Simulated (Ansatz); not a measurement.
TiC:
```
CELL_PARAMETERS angstrom
      0.00000     2.13040     2.13040
      2.13040     0.00000     2.13040
      2.13040     2.13040     0.00000
ATOMIC_POSITIONS crystal
  Ti 0.00000 0.00000 0.00000
  C  0.50000 0.50000 0.50000
```

Relaxed with LDA. Special points in fractions of this cell's reciprocal vectors: Γ (0.000, 0.000, 0.000); X (0.500, 0.000, 0.500); U (0.625, 0.250, 0.625); K (0.375, 0.375, 0.750); L (0.500, 0.500, 0.500); W (0.500, 0.250, 0.750).

List the band energies nearest the Fermi level at these points for LDA in the plane-wave PAW code Ansatz.

In eV from the Fermi level; about four levels below and three above (degenerate sets whole), none deeper than 8.9 eV; points with the same levels are listed once.

| k | below | above |
|---|---|---|
| Γ | – | 0.68 0.68 0.68 |
| X | -3.38 -1.80 | 0.06 0.06 2.94 |
| U | -3.57 -3.36 -1.76 | 1.54 3.34 4.08 |
| L | -8.64 -6.03 -3.04 -3.04 | 3.10 3.10 4.38 |
| W | -3.19 -3.19 -2.79 | 2.96 2.96 3.76 |

Space group Fm-3m (rock salt). Symmetry was held in the LDA relaxation. The run is not spin-polarised.

Potentials: the earlier of the program's two PAW sets. The files were generated under PBE; for other functionals the program regenerates the frozen cores, and for LDA and PBEsol the local potential too.
